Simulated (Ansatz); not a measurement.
A 2-atom cell of SrO started from a crystallographic database, relaxed with r2SCAN, was run in Ansatz under altered settings. All numbers are computed, without spin polarisation but where a row says otherwise.

```xyz
2
Lattice="0.0000 2.5799 2.5799 2.5799 0.0000 2.5799 2.5799 2.5799 0.0000" Properties=species:S:1:pos:R:3 pbc="T T T"
Sr    2.5799    2.5799    2.5799
O     0.0000    0.0000    0.0000
```

The base run's other keys:
```yaml
kpoints:
  mp_grid: { grid: [4, 4, 4] }
hamiltonian:
  xc: hse06
scf:
  occupations: { method: fixed }
  n_extra_bands: 4
```

It takes 12 iterations with 645 plane waves at 420 eV and 8 k points, and leaves a mean stress of -0.31 GPa. The gap over this mesh is 4.793 eV. It ran on 4 threads of Arm Neoverse V2, with other jobs on the host.

Outcomes, with energy and stress as changes against the base:
```csv
setting,outcome,ΔF (meV/atom),Δ mean stress (GPa),gap on the mesh (eV),iterations,wall time
"PBE hybrid, exx coeff 0.05, unscreened",converged,–,+1.7,3.746,9,1.9 s
"PBE hybrid, exx coeff 0.05, omega 0.1 1/Å",converged,–,+1.7,3.670,9,2.1 s
"PBE hybrid, exx coeff 0.3, omega 0.3 1/Å",converged,–,-0.3,4.802,12,2.4 s
"PBE hybrid, exx coeff 0.4, unscreened",converged,–,-1.3,6.911,15,2.5 s
"PBE hybrid, exx coeff -0.2, omega 0.3 1/Å",refused,–,–,–,–,0.02 s
scf.mixing.beta: 0.05,converged,0.0,0.0,4.793,13,2.3 s
```
A dash marks a value that wasn't obtained or can't be compared. Stress is positive in compression. The base took 2.3 s.

- PBE hybrid, exx coeff 0.05, unscreened. That is 5 % exact exchange, at all ranges, against HSE06's 25 % screened at 0.208 1/Å. The mean stress moves by +1.7 GPa and the gap on the mesh by -1.047 eV (to 3.746). Totals of different functionals aren't comparable.
- PBE hybrid, exx coeff 0.05, omega 0.1 1/Å. That is 5 % exact exchange, screened with ω = 0.1 1/Å, against HSE06's 25 % screened at 0.208 1/Å. The mean stress moves by +1.7 GPa and the gap on the mesh by -1.123 eV (to 3.670). Totals of different functionals aren't comparable. The program warns that on this mesh the truncation of the exchange isn't bounded, so part of the change can be an error of the mesh.
- PBE hybrid, exx coeff 0.3, omega 0.3 1/Å. That is 30 % exact exchange, screened with ω = 0.3 1/Å, against HSE06's 25 % screened at 0.208 1/Å. The mean stress moves by -0.3 GPa and the gap on the mesh by +0.009 eV (to 4.802). Totals of different functionals aren't comparable.
- PBE hybrid, exx coeff 0.4, unscreened. That is 40 % exact exchange, at all ranges, against HSE06's 25 % screened at 0.208 1/Å. The mean stress moves by -1.3 GPa and the gap on the mesh by +2.118 eV (to 6.911). Totals of different functionals aren't comparable.
- PBE hybrid, exx coeff -0.2, omega 0.3 1/Å. The input is refused before any iteration. Error: invalid value for `hamiltonian.xc.exx.coeff`: must be finite and in (0, 1]; got -0.2

Within 1 meV an atom, 0.1 GPa and 0.005 eV of the base stay: scf.mixing.beta: 0.05.

The stress of a hybrid is loosely converged in these runs.

The meshes of the hybrids are coarse, so their gaps aren't converged to the digits shown.
